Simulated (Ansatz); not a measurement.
Input:

Relaxed BaTiO3 (tetragonal-perovskite type, space group P4mm):

```
BaTiO3
1.0
    3.97219     0.00000     0.00000
    0.00000     3.97219     0.00000
    0.00000     0.00000     4.11302
Ti Ba O
1 1 3
Direct
  0.50000   0.50000   0.45235
  0.00000   0.00000   0.93424
  0.50000   0.50000   0.89516
  0.50000   0.00000   0.41213
  0.00000   0.50000   0.41213
```

In this cell atom 5 (O, nearest neighbour Ti at 1.993 Å; its periodic images, 4.0 Å or more away, move with it) is moved by s along Cartesian [111], unit vector (0.577, 0.577, 0.577); all other atoms and the cell stay fixed.

Method: r2SCAN (plane waves to 500 eV, PAW, scalar-relativistic; Ansatz, a first-principles code). k mesh 7×7×7 (Γ-centred), Fermi-Dirac smearing 0.05 eV. E stands for the smeared free energy. BaTiO3 is run without spin polarisation. BaTiO3 was relaxed with its symmetry unable to fall. ΔE is measured from the undisplaced structure.

The scan covers s from -0.400 to 0.400 Å in 11 points.

### Question
What force acts on the atom along the line at s = -0.400 Å?

### Answer
2.87 eV/Å.

### Question
What is the force constant k = d²E/ds² of this move at s = 0?

### Answer
6.01 eV/Å².

(For displaced atoms, the force is minus the slope of the energy, and its curvature is a force constant, which sets phonon frequencies.)
